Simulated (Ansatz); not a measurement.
Cu:
```
CELL_PARAMETERS angstrom
      2.53232     0.00000     0.00000
     -1.26616     2.19305     0.00000
      0.00000     0.00000     4.13292
ATOMIC_POSITIONS crystal
  Cu 0.33333 0.66667 0.25000
  Cu 0.66667 0.33333 0.75000
```

Relaxed with r²SCAN.

Problem. Map the electron localisation function on the plane through (0.333, 0.667, 0.250) spanned by u = [1, 1, 0] and v = [1, -1, 0] in lattice vectors, from r²SCAN in the plane-wave PAW code Ansatz.

Solution. x is the fraction of u, y of v (the angle between them is 90°; rows are the nearest grid lines); atoms in the plane: Cu at (0.00, 0.00), Cu at (0.50, 0.50).
```
y \ x   0.000  0.0625  0.188  0.250  0.375  0.438  0.562  0.625  0.750  0.812  0.938   1.00
------  -----  ------  -----  -----  -----  -----  -----  -----  -----  -----  -----  -----
1.00    0.859   0.763  0.201  0.146  0.168  0.190  0.190  0.168  0.146  0.201  0.763  0.859
0.909   0.289   0.247  0.146  0.151  0.177  0.219  0.219  0.177  0.151  0.146  0.247  0.289
0.864   0.148   0.146  0.153  0.164  0.200  0.256  0.256  0.200  0.164  0.153  0.146  0.148
0.773   0.165   0.167  0.189  0.209  0.235  0.232  0.232  0.235  0.209  0.189  0.167  0.165
0.682   0.273   0.261  0.191  0.172  0.163  0.158  0.158  0.163  0.172  0.191  0.261  0.273
0.636   0.267   0.237  0.165  0.160  0.146  0.146  0.146  0.146  0.160  0.165  0.237  0.267
0.545   0.221   0.192  0.156  0.145  0.330  0.585  0.585  0.330  0.145  0.156  0.192  0.221
0.455   0.229   0.198  0.159  0.145  0.329  0.584  0.584  0.329  0.145  0.159  0.198  0.229
0.364   0.288   0.256  0.173  0.164  0.146  0.146  0.146  0.146  0.164  0.173  0.256  0.288
0.318   0.295   0.282  0.199  0.176  0.161  0.155  0.155  0.161  0.176  0.199  0.282  0.295
0.227   0.173   0.175  0.191  0.206  0.222  0.216  0.216  0.222  0.206  0.191  0.175  0.173
0.136   0.148   0.146  0.152  0.160  0.187  0.237  0.237  0.187  0.160  0.152  0.146  0.148
0.0909  0.290   0.248  0.146  0.149  0.169  0.206  0.206  0.169  0.149  0.146  0.248  0.290
0.000   0.859   0.763  0.201  0.146  0.168  0.190  0.190  0.168  0.146  0.201  0.763  0.859
```

The density is the valence pseudo-density with augmentation charge, so density and ELF within about 1 Å of a nucleus are not all-electron values.

Space group P6_3/mmc (hcp (Mg type)). The workflow started from a Materials Project entry (that database holds measured and hypothetical structures alike); the Crystallography Open Database copy checked does not list it. It is not the phase usual at ambient conditions (space group No. 225). The r²SCAN relaxation kept the symmetry of its start; of distortions, only those at the zone centre were tested. No spin polarisation was allowed.

Potentials: the earlier of the program's two PAW sets.
